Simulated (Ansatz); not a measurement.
SnO2:
```yaml
crystal:
  lattice:
    - [4.75989, 0.00000, 0.00000]
    - [0.00000, 4.75989, 0.00000]
    - [0.00000, 0.00000, 3.20084]
  atoms:
    - { symbol: Sn, position: [0.00000, 0.00000, 0.00000] }
    - { symbol: Sn, position: [0.50000, 0.50000, 0.50000] }
    - { symbol: O, position: [0.30591, 0.30591, 0.00000] }
    - { symbol: O, position: [0.80591, 0.19409, 0.50000] }
    - { symbol: O, position: [0.19409, 0.80591, 0.50000] }
    - { symbol: O, position: [0.69409, 0.69409, 0.00000] }
```

Relaxed with r²SCAN. The program Ansatz at the r²SCAN level (PAW) gives a gap of 1.77 eV.

**Question.** What gap does HSE06 give on the same cell (Ansatz, PAW)?

**Answer.** 2.84 eV, 1.07 eV more. The hybrid was solved on a coarser mesh and at special points; its gap is the smallest among all of these.

Cost on shared cores: the r²SCAN run (SCF on a 6×6×9 mesh, then bands and DOS) about 70 core-seconds (a rough figure), the HSE06 run (SCF on 4×4×5, then a few points) very roughly 80 core-seconds; the tasks are unlike.

Space group P4_2/mnm (rutile). The r²SCAN relaxation kept the symmetry of its start. Spin–orbit coupling is left out wherever it is not named.

Potentials: the later of the program's two PAW sets.
